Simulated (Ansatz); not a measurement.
An Ansatz input:

```yaml
crystal:
  lattice:
    - [-2.8629544058, 2.8637559694, 1.2124409359]
    - [2.8637559694, -2.8629544058, 1.2124409359]
    - [1.6257141354, 1.6257141354, -1.2109728707]
  atoms:
    - { symbol: Mn, position: [8.76501e-05, 0.9999123499, 0.0], spin: 3.0 }
    - { symbol: Mn, position: [0.7499123499, 0.2500876501, 0.5], spin: 3.0 }
hamiltonian:
  xc: pbesol
  pseudopotentials:
    kind: paw
    azcp:
      Mn: "pseudopotentials/Mn.paw.azcp"
basis:
  ecutwfc: 420
  fft_grid_basis: typed
kpoints:
  mp_grid: { grid: [17, 17, 16], shift: [0, 0, 0] }
magnetization:
  spin_polarized: true
scf:
  occupations: { method: fermi_dirac, width: 0.05 }
  lower_state_search: "off"
output:
  stress: true
```

and its output:

```
Warning: the record states the generating functional pbe (its physics header spells it `PBE`), which answers neither for hamiltonian.xc's functional nor for the pbesol family's — results may be inconsistent (PPs are generated against a specific XC)
Engine: ansatz 0.2.0, aarch64-unknown-linux-gnu
Pseudopotentials: kind: paw
Pseudopotential: Mn, paw, valence charge 15, recommended cutoff 420 eV (normal) 
Functional definition: PBEsol
  exchange = pbesol_x
  correlation = pbesol_c
Crystal: 2 atoms, lattice volume = 22.581 Å³
Basis set: ecut = 420 eV, 431 PW (Γ)
Bands: 22, of which v1, the nominal top of the filled ones, is band 15 counted from 1 (14 counted from 0)
Symmetry: 4 space group operations
Space group: C2/c (ITA 15), of the structure as read, at distance tolerance 2.8e-5 Å
Magnetic group: BNS 15.85 (UNI 92), of the structure as read, at distance tolerance 2.8e-5 Å
k-points: 1233 of 4624
Non-local potential: Mn, projectors of the file, l = 0: 3, l = 1: 2, l = 2: 3, l = 3: 1
PAW form: soft (Blöchl's): semilocal exchange-correlation on the pseudo side does not see the compensation charge
PAW frozen core: Mn, regenerated for the run's functional, and the local potential with it (the file was generated under x = pbe(κ = 0.804, μ = 0.2195149727645171), c = pbe(β = 0.06672455060314922))
PAW one-centre angular grid: Mn, 590 points (default); XC on 64 Gauss nodes
Initial density: superposition of atomic densities (chi_scale 0.1, normalization cell)
Starting moments: Σ|m| = 6 μB on 2 of 2 sites
Initial wavefunctions: pseudopotential atomic-orbital guess
Functional: x = pbesol(κ = 0.804, μ = 0.12345679012345678), c = pbesol(β = 0.046)
SCF iter   1: F=—  HF=-7736.687719 eV  |F-HF|=—  |Δ(HF+E_count)|=         —  Δρ=1.64e-1 (↑1.64e-1 ↓7.68e-2)  dr2=1.83e0  dr2_m=2.80e0  M=3.439 μB ∫|m|=3.463 μB  β_m=0.30  ethr=3.10e-3  ⟨swp⟩=3.4  Hψ=191370  notcnv=0
Mixer restart at iter 1: flushing history
spin-set hold released at iteration 1 (the charge has settled, or the pull on large starting moments outlasts its swing): the magnetisation degrees of freedom join the quasi-Newton model from the next iteration; the mixer history was flushed
SCF iter   2: F=—  HF=-7736.635933 eV  |F-HF|=—  |Δ(HF+E_count)|=   5.18e-2  Δρ=1.06e-1 (↑1.06e-1 ↓7.07e-2)  dr2=3.81e-1  dr2_m=1.58e0  M=3.291 μB ∫|m|=3.319 μB  β_m=0.61  ethr=3.10e-3  ⟨swp⟩=3.2  Hψ=101971  notcnv=0  defer=2513
SCF iter   3: F=—  HF=-7737.214723 eV  |F-HF|=—  |Δ(HF+E_count)|=   5.79e-1  Δρ=8.63e-2 (↑8.63e-2 ↓2.56e-2)  dr2=7.94e-1  dr2_m=5.73e-1  M=2.426 μB ∫|m|=2.487 μB  β_m=0.58  ethr=1.27e-3  ⟨swp⟩=3.0  Hψ=82708  notcnv=0  defer=2513
SCF iter   4: F=—  HF=-7737.166336 eV  |F-HF|=—  |Δ(HF+E_count)|=   4.84e-2  Δρ=1.99e-2 (↑7.10e-3 ↓1.99e-2)  dr2=2.69e-2  dr2_m=3.53e-2  M=1.774 μB ∫|m|=1.846 μB  β_m=0.79  ethr=1.27e-3  ⟨swp⟩=3.2  Hψ=114603  notcnv=0  defer=2513
SCF iter   5: F=—  HF=-7737.192876 eV  |F-HF|=—  |Δ(HF+E_count)|=   2.65e-2  Δρ=6.29e-3 (↑6.29e-3 ↓5.19e-3)  dr2=4.67e-3  dr2_m=4.04e-3  M=1.281 μB ∫|m|=1.322 μB  β_m=0.85  ethr=8.96e-5  ⟨swp⟩=3.5  Hψ=115373  notcnv=0  defer=1569
SCF iter   6: F=—  HF=-7737.198899 eV  |F-HF|=—  |Δ(HF+E_count)|=   6.02e-3  Δρ=3.68e-3 (↑3.68e-3 ↓2.45e-3)  dr2=2.53e-3  dr2_m=5.77e-4  M=1.316 μB ∫|m|=1.344 μB  β_m=0.81  ethr=1.56e-5  ⟨swp⟩=2.0  Hψ=99786  notcnv=0  defer=1569
SCF iter   7: F=—  HF=-7737.199086 eV  |F-HF|=—  |Δ(HF+E_count)|=   1.87e-4  Δρ=1.98e-3 (↑1.98e-3 ↓1.06e-3)  dr2=8.87e-4  dr2_m=1.93e-4  M=1.285 μB ∫|m|=1.308 μB  β_m=0.85  ethr=8.42e-6  ⟨swp⟩=2.5  Hψ=91186  notcnv=0  defer=1567
SCF iter   8: F=—  HF=-7737.199184 eV  |F-HF|=—  |Δ(HF+E_count)|=   9.79e-5  Δρ=5.99e-4 (↑5.99e-4 ↓4.86e-4)  dr2=2.30e-4  dr2_m=2.98e-5  M=1.268 μB ∫|m|=1.290 μB  β_m=0.71  ethr=2.96e-6  ⟨swp⟩=2.4  Hψ=82113  notcnv=0  defer=1567
SCF iter   9: F=—  HF=-7737.199139 eV  |F-HF|=—  |Δ(HF+E_count)|=   4.46e-5  Δρ=3.25e-4 (↑2.93e-4 ↓3.25e-4)  dr2=1.21e-5  dr2_m=1.85e-5  M=1.263 μB ∫|m|=1.284 μB  β_m=0.76  ethr=7.66e-7  ⟨swp⟩=2.0  Hψ=69257  notcnv=0  defer=1567
SCF iter  10: F=—  HF=-7737.199159 eV  |F-HF|=—  |Δ(HF+E_count)|=   1.99e-5  Δρ=1.56e-4 (↑1.56e-4 ↓1.47e-4)  dr2=5.78e-7  dr2_m=4.32e-6  M=1.249 μB ∫|m|=1.270 μB  β_m=0.85  ethr=4.04e-8  ⟨swp⟩=2.2  Hψ=81727  notcnv=0  defer=1567
SCF iter  11: F=—  HF=-7737.199165 eV  |F-HF|=—  |Δ(HF+E_count)|=   5.98e-6  Δρ=9.49e-5 (↑9.49e-5 ↓4.90e-5)  dr2=1.45e-6  dr2_m=4.63e-7  M=1.239 μB ∫|m|=1.260 μB  β_m=0.80  ethr=1.93e-9  ⟨swp⟩=2.1  Hψ=92224  notcnv=0  defer=1567
SCF iter  12: F=—  HF=-7737.199165 eV  |F-HF|=—  |Δ(HF+E_count)|=   1.08e-7  Δρ=3.33e-5 (↑1.84e-5 ↓3.33e-5)  dr2=7.32e-8  dr2_m=1.24e-7  M=1.236 μB ∫|m|=1.257 μB  β_m=0.90  ethr=3.33e-10  ⟨swp⟩=3.2  Hψ=219289  notcnv=0
iter 13 did not close the SCF: its close was put off for a magnetic moment that had not settled (scf_convergence_deferred on its scf_iter line)
SCF iter  13: F=-7737.199166 eV  HF=-7737.199166 eV  |F-HF|=2.09e-8  |Δ(HF+E_count)|=   1.65e-7  Δρ=1.04e-5 (↑1.04e-5 ↓6.59e-6)  dr2=2.45e-8  dr2_m=6.37e-9  M=1.235 μB ∫|m|=1.256 μB  β_m=0.90  ethr=2.44e-10  ⟨swp⟩=4.0  Hψ=175124  notcnv=0
SCF iter  14: F=-7737.199166 eV  HF=-7737.199166 eV  |F-HF|=2.45e-9  |Δ(HF+E_count)|=   1.44e-9  Δρ=3.07e-6 (↑3.07e-6 ↓2.03e-6)  dr2=2.97e-9  dr2_m=2.93e-10  M=1.235 μB ∫|m|=1.256 μB  ethr=8.16e-11  ⟨swp⟩=2.2  Hψ=177666  notcnv=0
SCF 1 converged in 14 iterations: F = -7737.199166 eV  dr2 = 2.97e-9
SCF converged after 14 iterations
Magnetization: 1.2352 μB (15.6176 up, 14.3824 down)
Absolute magnetization: 1.2563 μB (∫|ρ↑−ρ↓|, with the PAW one-centre terms)
Spin contamination: 0.0073 ħ² per cell (⟨S²⟩ above its minimum at these occupations)
Per-site moments (μB) at R_I (Å): [(0.6038982941263052, 0.9921310960262527), (0.6038982941263056, 0.9921310960262527)]
Free energy (F): -7737.199166 eV
Harris-Foulkes:  -7737.199166 eV  (|F-HF|=2.45e-9)
Internal energy: -7737.168891 eV  (E = F + TS)
E sigma→0 (E₀):  -7737.184028 eV
Entropy (-TS):   -0.030274 eV (-15.137 meV/atom)
Fermi energy:    19.184990 eV
--- Per-component energies (eV) ---
  E_band       = -348.642125
  E_kinetic    = 614.647640
  E_local      = -3239.694115  (includes V_loc(G=0)·N_el)
  E_nonlocal   = 476.699885
  E_hartree    = 1339.377178
  E_xc         = -229.135781
  E_vxc        = -294.720081  (∫ρ·V_xc dr)
  E_paw        = -2533.587210  (= ΣΔE_a)
  E_vpaw       = -584.325785  (= ΣTr[D̂ρ^β])
  E_aug_tail   = -0.000020  (compensation charges beyond the density's cutoff)
  E_ewald      = -4165.815770
  E_core_change = 0.339301  (= ΣΔE_core)
  E_smearing   = -0.030274  (= −TS)
  E_closure    = 0.000000  (closes the sum)
  Σ components = -7737.199166   (vs F -7737.199166, Δ=0.00e0)
--- Stress (GPa, compression-positive) ---
      -17.814092       0.795934      -0.054189
        0.795934     -17.814092      -0.054189
       -0.054188      -0.054188     -17.015299
  P = ⅓ Tr σ = -17.5478 GPa (-175.478 kbar)
```
